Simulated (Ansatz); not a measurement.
Relaxation of a relaxed WSe2 cell shaken by Gaussian noise of σ = 0.08 Å a coordinate; 12 atoms in the cell, which starts as P1 (No. 1), aP12; a = 6.213 Å, b = 6.226 Å, c = 6.258 Å, α = 100.20°, β = γ = 90.00°. These are PBEsol (plane waves to 420 eV, PAW, scalar-relativistic; Ansatz, a first-principles code) values and carry that method's errors. Γ-centred k-mesh 3×3×3 on the run's cell (coarser than for final values), Fermi–Dirac smearing 0.05 eV. This is the first round of the run. 

The optimiser's lines from the output (shortened; P is positive under compression):

```
relax step   1: F+E_penalty+E_count = -84422.26247084 eV  Δ(F+E_penalty+E_count) = +0.000e0 eV  max|allowed force component| = 3.648e0 eV/Å  Δτ_max = 0.0000 Å  P = +1.900 GPa  Ω = 238.230 Å³  (11 SCF iters, dr2 threshold 1.00e-7 eV, accepted)
relax step   2: F+E_penalty+E_count = -84423.68992739 eV  Δ(F+E_penalty+E_count) = -1.427e0 eV  max|allowed force component| = 6.493e-1 eV/Å  Δτ_max = 0.1943 Å  P = +0.579 GPa  Ω = 237.212 Å³  (7 SCF iters, dr2 threshold 1.20e-6 eV, accepted)
relax step   3: F+E_penalty+E_count = -84423.63745133 eV  Δ(F+E_penalty+E_count) = +5.248e-2 eV  max|allowed force component| = 4.996e-1 eV/Å  Δτ_max = 0.2000 Å  P = -1.267 GPa  Ω = 243.533 Å³  (6 SCF iters, dr2 threshold 1.20e-6 eV, rejected (line search))
relax step   4: F+E_penalty+E_count = -84423.78158679 eV  Δ(F+E_penalty+E_count) = -9.166e-2 eV  max|allowed force component| = 1.256e-1 eV/Å  Δτ_max = 0.0912 Å  P = +0.169 GPa  Ω = 238.985 Å³  (10 SCF iters, accepted)
relax step   5: F+E_penalty+E_count = -84423.78062576 eV  Δ(F+E_penalty+E_count) = +9.610e-4 eV  max|allowed force component| = 1.009e-1 eV/Å  Δτ_max = 0.0544 Å  P = +0.584 GPa  Ω = 237.576 Å³  (5 SCF iters, dr2 threshold 9.86e-7 eV, rejected (line search))
relax step   6: F+E_penalty+E_count = -84423.78713334 eV  Δ(F+E_penalty+E_count) = -5.547e-3 eV  max|allowed force component| = 2.422e-2 eV/Å  Δτ_max = 0.0272 Å  P = -0.019 GPa  Ω = 239.122 Å³  (9 SCF iters, accepted)
relax step   7: F+E_penalty+E_count = -84423.78757206 eV  Δ(F+E_penalty+E_count) = -4.387e-4 eV  max|allowed force component| = 1.060e-2 eV/Å  Δτ_max = 0.0113 Å  P = -0.012 GPa  Ω = 238.923 Å³  (5 SCF iters, dr2 threshold 3.67e-8 eV, accepted)
relax step   8: F+E_penalty+E_count = -84423.78776104 eV  Δ(F+E_penalty+E_count) = -1.890e-4 eV  max|allowed force component| = 1.200e-2 eV/Å  Δτ_max = 0.0117 Å  P = -0.003 GPa  Ω = 238.672 Å³  (6 SCF iters, dr2 threshold 7.03e-9 eV, accepted)
relax step   9: F+E_penalty+E_count = -84423.78781923 eV  Δ(F+E_penalty+E_count) = -5.818e-5 eV  max|allowed force component| = 1.253e-2 eV/Å  Δτ_max = 0.0081 Å  P = +0.013 GPa  Ω = 238.523 Å³  (5 SCF iters, dr2 threshold 8.99e-9 eV, accepted)
relax step  10: F+E_penalty+E_count = -84423.78785784 eV  Δ(F+E_penalty+E_count) = -3.861e-5 eV  max|allowed force component| = 4.874e-3 eV/Å  Δτ_max = 0.0035 Å  P = +0.001 GPa  Ω = 238.486 Å³  (5 SCF iters, dr2 threshold 9.82e-9 eV, accepted)
relax step  11: F+E_penalty+E_count = -84423.78788489 eV  Δ(F+E_penalty+E_count) = -2.705e-5 eV  max|allowed force component| = 6.661e-4 eV/Å  Δτ_max = 0.0012 Å  P = -0.003 GPa  Ω = 238.470 Å³  (5 SCF iters, dr2 threshold 1.08e-9 eV, accepted)
relax step  12: F+E_penalty+E_count = -84423.78794842 eV  Δ(F+E_penalty+E_count) = -6.353e-5 eV  max|allowed force component| = 6.751e-4 eV/Å  Δτ_max = 0.0000 Å  P = -0.003 GPa  Ω = 238.470 Å³  stress off target by 9.14e-3 GPa  SCF on the basis re-selected at this cell (its energy is not comparable with the rows above)  (5 SCF iters)
```

From the first to the last row the energy changes by -0.13 eV/atom and the volume by +0.1 %. The last row is marked as not comparable with the walk above it, whose basis was carried along; it does compare with step 1, since both stand on a basis selected at the nominal cutoff for their own cell.

Steps 3, 5 were rejected by the optimiser.

Later rounds, restarted from the end of this one on a renewed k-mesh, logged 5 more steps and released under 0.01 eV/atom more. The final structure after all rounds: P2₁/c (No. 14), mP12, AFLOW prototype A2B_mP12_14_2e_e (C43, as in ZrO2); a = 6.226 Å, b = 6.213 Å, c = 6.258 Å, α = γ = 90.00°, β = 100.20°. Between re-selections the logged energies stand on a plane-wave basis carried along with the cell. No spin polarisation in the result.

The relaxed structure here is a generated cell of WSe2: the first start was made by placing the elements on the sites of a structure type, and the end was not matched to a known phase here, so it may be hypothetical. Known forms of WSe2 include space group No. 194.
